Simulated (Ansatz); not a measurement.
One crystal and one scan (scan of one atom of the cell) at two levels, PBE (plane waves to 420 eV, PAW, scalar-relativistic; Ansatz, a first-principles code) and r2SCAN (plane waves to 500 eV, PAW, scalar-relativistic; Ansatz), each from its own relaxed cell and on its own mesh.

The crystal is ZnSe (zinc blende); one Zn atom of a 2-atom cell moves by s along Cartesian z, with its periodic images.

Energies are smeared free energies. ZnSe was relaxed with its symmetry unable to fall. Both scans cover s from -0.250 to 0.250 Å.

| quantity | run 1 | run 2 |
|---|---|---|
| Lattice constant a (Å) | 5.665 | 5.733 |
| Band gap of the relaxed cell, no spin-orbit coupling (eV) | 1.87 | 1.15 |
| Energy at s = 0.250 Å (meV/cell) | 168.8 | 153.0 |
| Force along the line at s = -0.250 Å (eV/Å) | 1.328 | 1.203 |
| Force constant k = d²E/ds² at s = 0 (finite differences) (eV/Å²) | 5.49 | 4.98 |
| Zone-centre optical wavenumber from k (transverse: no LO-TO term) (cm⁻¹) | 204 | 194 |

Question: Which run is which level?

Answer: Run 2 is PBE, run 1 is r2SCAN. PBE gives the higher value for: lattice constant a. PBE gives the lower value for: band gap of the relaxed cell, no spin-orbit coupling; energy at s = 0.250 Å; force along the line at s = -0.250 Å; force constant k = d²E/ds² at s = 0; zone-centre optical wavenumber from k. Both give the same symmetry of the curve: even: the same for both signs.

(A displaced cell: forces are minus the slopes of the energy, force constants its curvatures, and phonons follow from these.)
